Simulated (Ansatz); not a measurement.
HfBrN:
```xyz
6
Lattice="3.5621 0.0000 0.0000 0.0000 4.1016 0.0000 0.0000 0.0000 8.7809" Properties=species:S:1:pos:R:3 pbc="T T T"
Hf     1.7811     0.0000     0.8619
Hf     0.0000     2.0508     7.9190
Br     1.7811     2.0508     5.8451
Br     0.0000     0.0000     2.9358
N      1.7811     2.0508     0.3029
N      0.0000     0.0000     8.4779
```

The program Ansatz at the r²SCAN+D4 level (PAW) gives a gap of 2.52 eV without spin–orbit coupling, maximum at Γ, minimum on the Γ–Z line, 2 % of the way from Γ.

Question: What happens when spin–orbit coupling is switched on?

Answer: The gap goes up by 0.02 eV, to 2.54 eV; maximum at Γ, minimum on the Γ–Z line, 2 % of the way from Γ.

Question: Give the hole effective mass with spin–orbit coupling.

Answer: 0.34, 0.52, 13 mₑ (principal values).

Space group Pmmn. The first step of the workflow began from a Materials Project structure, measured or hypothetical; the Crystallography Open Database files this formula in space group No. 59, but the cells were not matched. Whether it is the stable phase at ambient conditions was not checked. Symmetry was held in the r²SCAN+D4 relaxation; whether a distortion lowers the energy is not shown. The run is not spin-polarised.

Potentials: the later of the program's two PAW sets.
